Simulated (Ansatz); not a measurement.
An Ansatz input:

```yaml
crystal:
  lattice:
    - [-1.597939538, 1.9386787372, 1.4236088333]
    - [1.9386787372, -1.597939538, 1.4236088333]
    - [3.339099279, 3.339099279, -0.7995443659]
  atoms:
    - { symbol: Ag, position: [0.0416816225, 0.9583183775, 1.0] }
    - { symbol: Ag, position: [0.7083183775, 0.2916816225, 0.5] }
hamiltonian:
  xc: r2scan
  pseudopotentials:
    kind: paw_fr
    azcp:
      Ag: "pseudopotentials/Ag.paw.azcp"
basis:
  ecutwfc: 500
  fft_grid_basis: typed
kpoints:
  mp_grid: { grid: [12, 12, 7], shift: [0, 0, 0] }
magnetization:
  noncollinear: true
  spin_orbit: true
scf:
  occupations: { method: fermi_dirac, width: 0.1 }
```

and its output:

```
Engine: ansatz 0.2.0, x86_64-unknown-linux-gnu
Pseudopotentials: kind: paw_fr
Pseudopotential: Ag, paw_fr, valence charge 19, recommended cutoff 500 eV (meta_gga) 
Functional definition: r2SCAN
  parameter k0 = 0.174
  parameter k1 = 0.065
  parameter a1 = 4.9479
  exchange = r2scan_x(k0 = k0, k1 = k1, a1 = a1)
  correlation = r2scan_c
non-collinear run that drives no moment, with spin-orbit: no starting moment large enough to seed its density (crystal.atoms[].spin), no starting occupations that ask for one, no magnetisation constraint and no magnetic field, so the semilocal B_xc is pinned to zero
Crystal: 2 atoms, lattice volume = 34.587 Å³
Basis set: ecut = 500 eV, 881 PW (Γ), exchange–correlation on 96×96×144 points (64 copies of the dense FFT grid, shifted against one another)
Bands: 46, of which v1, the nominal top of the filled ones, is band 38 counted from 1 (37 counted from 0)
Symmetry: 4 space group operations + 4 with time reversal
Magnetic group: BNS 15.86 (UNI 93), of the structure as read, at distance tolerance 3.3e-5 Å
k-points: 277 of 1008
Projection manifold: j_resolved (fully-relativistic pseudo-atomic orbitals)
Non-local potential: Ag, projectors of the file, l = 0: 3, l = 1: 4, l = 2: 4, l = 3: 2
PAW form: soft (Blöchl's): semilocal exchange-correlation on the pseudo side does not see the compensation charge
PAW frozen core: Ag, regenerated for the run's functional (the file was generated under x = pbe(κ = 0.804, μ = 0.2195149727645171), c = pbe(β = 0.06672455060314922))
PAW one-centre angular grid: Ag, 590 points (default); XC on 224 Gauss nodes
Initial density: superposition of atomic densities (chi_scale 0.1, normalization cell)
Initial wavefunctions: pseudopotential atomic-orbital guess
Functional: x = r2scan, c = r2scan; τ floored in thin density (d = 2e-4 eV/Å³)
iter 1 solved again at ethr=2.78e-3 eV; its pass at ethr=3.10e-3 eV (dr2=1.06e0 eV) is discarded
SCF iter   1: F=—  HF=-15192.787499 eV  |F-HF|=—  |Δ(HF+E_count)|=         —  Δρ=5.60e-2  dr2=1.14e0  dr2_τ=6.16e-3  dr2_m=0.00e0 (ungated)  ethr=2.78e-3  |M|=0.00e0 ∫|m|=0.00e0 μB  |m|>n=0.0e0 m-floor=0.0e0 τ_xc=0.0e0  β_m=0.30  ⟨swp⟩=1.3  Hψ=38127  notcnv=0
spin=Noncollinear: Kerker preconditioning applied to the charge; magnetization (m_x, m_y, m_z) channels mix plain (no charge-response kernel on spin).
SCF iter   2: F=—  HF=-15192.565207 eV  |F-HF|=—  |Δ(HF+E_count)|=   2.22e-1  Δρ=3.19e-2  dr2=3.98e-1  dr2_τ=2.84e-3  dr2_m=0.00e0 (ungated)  ethr=2.78e-3  |M|=0.00e0 ∫|m|=0.00e0 μB  |m|>n=0.0e0 m-floor=0.0e0 τ_xc=0.0e0  β_m=0.50  ⟨swp⟩=2.0  Hψ=7403  notcnv=0
SCF iter   3: F=—  HF=-15192.506528 eV  |F-HF|=—  |Δ(HF+E_count)|=   5.87e-2  Δρ=9.40e-3  dr2=2.60e-2  dr2_τ=3.96e-4  dr2_m=0.00e0 (ungated)  ethr=1.05e-3  |M|=0.00e0 ∫|m|=0.00e0 μB  |m|>n=0.0e0 m-floor=0.0e0 τ_xc=0.0e0  β_m=0.75  ⟨swp⟩=2.1  Hψ=10542  notcnv=0  defer=280
SCF iter   4: F=—  HF=-15192.516673 eV  |F-HF|=—  |Δ(HF+E_count)|=   1.01e-2  Δρ=3.95e-3  dr2=3.95e-3  dr2_τ=4.15e-5  dr2_m=0.00e0 (ungated)  ethr=6.85e-5  |M|=0.00e0 ∫|m|=0.00e0 μB  |m|>n=0.0e0 m-floor=0.0e0 τ_xc=0.0e0  β_m=0.87  ⟨swp⟩=2.1  Hψ=11510  notcnv=0  defer=444
SCF iter   5: F=—  HF=-15192.516561 eV  |F-HF|=—  |Δ(HF+E_count)|=   1.12e-4  Δρ=6.19e-4  dr2=7.70e-5  dr2_τ=1.15e-6  dr2_m=0.00e0 (ungated)  ethr=1.04e-5  |M|=0.00e0 ∫|m|=0.00e0 μB  |m|>n=0.0e0 m-floor=0.0e0 τ_xc=0.0e0  β_m=0.94  ⟨swp⟩=2.1  Hψ=9458  notcnv=0  defer=444
SCF iter   6: F=—  HF=-15192.516747 eV  |F-HF|=—  |Δ(HF+E_count)|=   1.86e-4  Δρ=1.66e-4  dr2=8.22e-6  dr2_τ=1.09e-7  dr2_m=0.00e0 (ungated)  ethr=2.03e-7  |M|=0.00e0 ∫|m|=0.00e0 μB  |m|>n=0.0e0 m-floor=0.0e0 τ_xc=0.0e0  β_m=0.97  ⟨swp⟩=2.0  Hψ=11314  notcnv=0  defer=444
SCF iter   7: F=—  HF=-15192.516769 eV  |F-HF|=—  |Δ(HF+E_count)|=   2.24e-5  Δρ=5.50e-5  dr2=9.21e-7  dr2_τ=1.50e-8  dr2_m=0.00e0 (ungated)  ethr=2.16e-8  |M|=0.00e0 ∫|m|=0.00e0 μB  |m|>n=0.0e0 m-floor=0.0e0 τ_xc=0.0e0  β_m=0.98  ⟨swp⟩=2.0  Hψ=9266  notcnv=0  defer=444
SCF iter   8: F=-15192.516771 eV  HF=-15192.516771 eV  |F-HF|=3.99e-8  |Δ(HF+E_count)|=   1.26e-6  Δρ=1.09e-5  dr2=4.15e-8  dr2_τ=4.14e-10  dr2_m=0.00e0 (ungated)  ethr=2.63e-10  |M|=0.00e0 ∫|m|=0.00e0 μB  |m|>n=0.0e0 m-floor=0.0e0 τ_xc=0.0e0  ⟨swp⟩=1.3  Hψ=16847  notcnv=0
SCF 1 converged in 8 iterations: F = -15192.516771 eV  dr2 = 4.15e-8
SCF converged after 8 iterations
Magnetization: |M| = 0.0000 μB,  M = (+0.0000, +0.0000, +0.0000) μB
Absolute magnetization: 0.0000 μB (∫|m|)
  site 0: m = (+0.0000, +0.0000, +0.0000) μB, |m| = 0.0000 μB  (R = 1.19 Å)
  site 1: m = (+0.0000, +0.0000, +0.0000) μB, |m| = 0.0000 μB  (R = 1.19 Å)
Free energy (F): -15192.516771 eV
Harris-Foulkes:  -15192.516771 eV  (|F-HF|=3.99e-8)
Internal energy: -15192.493372 eV  (E = F + TS)
E sigma→0 (E₀):  -15192.505071 eV
Entropy (-TS):   -0.023399 eV (-11.699 meV/atom)
Fermi energy:    17.065828 eV
--- Per-component energies (eV) ---
  E_band       = -520.147896
  E_kinetic    = 1056.351198
  E_local      = -4439.323387  (includes V_loc(G=0)·N_el)
  E_nonlocal   = 159.300774
  E_hartree    = 2022.287757
  E_xc         = -357.031710
  E_vxc        = -526.003395  (∫ρ·V_xc dr)
  E_paw        = -7827.508495  (= ΣΔE_a)
  E_vpaw       = -852.928505  (= ΣTr[D̂ρ^β])
  E_aug_tail   = 0.000115  (compensation charges beyond the density's cutoff)
  E_vtau       = 37.871720  (kinetic-family band-sum trace: ∫τ·v_τ [+ j·A + Jᵃ·Aᵃ] dr)
  E_ewald      = -5805.550154
  E_core_change = -1.019469  (= ΣΔE_core)
  E_smearing   = -0.023399  (= −TS)
  E_closure    = -0.000000  (closes the sum)
  Σ components = -15192.516771   (vs F -15192.516771, Δ=0.00e0)
```

Command:

```sh
ansatz run input.yaml --threads 1 --pin off --max-ram 3584MiB --backend cpu --events-out ev --progress --plain --runs-dir out
```

On 1 thread of Intel(R) Xeon(R) Platinum 8259CL CPU @ 2.50GHz (Skylake/Cascade Lake) (shared host) this took about 140 s of wall time and 140 s of CPU time.
